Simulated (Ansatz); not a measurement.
# ZrPt3 squeezed and stretched

A database entry relaxed whole under r2SCAN (Pm-3m):

```yaml
crystal:
  lattice:
    - [4.02201, 0.00000, 0.00000]
    - [0.00000, 4.02201, 0.00000]
    - [0.00000, 0.00000, 4.02201]
  atoms:
    - { symbol: Zr, position: [0.00000, 0.00000, 0.00000] }
    - { symbol: Pt, position: [0.00000, 0.50000, 0.50000] }
    - { symbol: Pt, position: [0.50000, 0.00000, 0.50000] }
    - { symbol: Pt, position: [0.50000, 0.50000, 0.00000] }
```

The cell was scaled uniformly, its shape held, and the atoms relaxed at each volume with plane-wave PAW DFT (Ansatz 0.2.0; r2SCAN, 500 eV, 8×8×8 Γ-centred mesh, fermi-dirac occupations of width 0.100 eV; no spin, no spin-orbit coupling). One row is withheld.

```
volume (Å³/atom)  energy over the lowest (meV/atom)  pressure (GPa)
          15.290                               49.3           17.32
          15.615                                  ?               ?
          15.940                                5.0            5.11
          16.266                                0.0            0.01
          16.591                                4.8           -4.53
          16.916                               18.3           -8.55
          17.242                               39.5          -12.11
```

Question: Fit the pressures of the other rows to the third-order Birch-Murnaghan form.

Answer: With f = [(V₀/V)^(2/3) − 1]/2 and P = 3B₀f(1 + 2f)^(5/2)[1 + 3(B₀′ − 4)f/2], least squares gives V₀ = 16.27 Å³ an atom, B₀ = 240 GPa and B₀′ = 4.9; the rows miss the fit by less than 0.01 GPa. The slope of the energies differs from these pressures by 0.08 GPa, since they are taken to zero smearing while pressures follow the free energy.

Question: What does the withheld row hold?

Answer: The fit gives 10.85 GPa at 15.615 Å³; the run gave 10.85 GPa and 20.9 meV an atom.

Caveats: the shape of the cell was held; 0 K, fixed nuclei; the symmetry was kept, and this need not be the phase that is stable at 0 K; one mesh for all volumes; pressure is positive in compression.
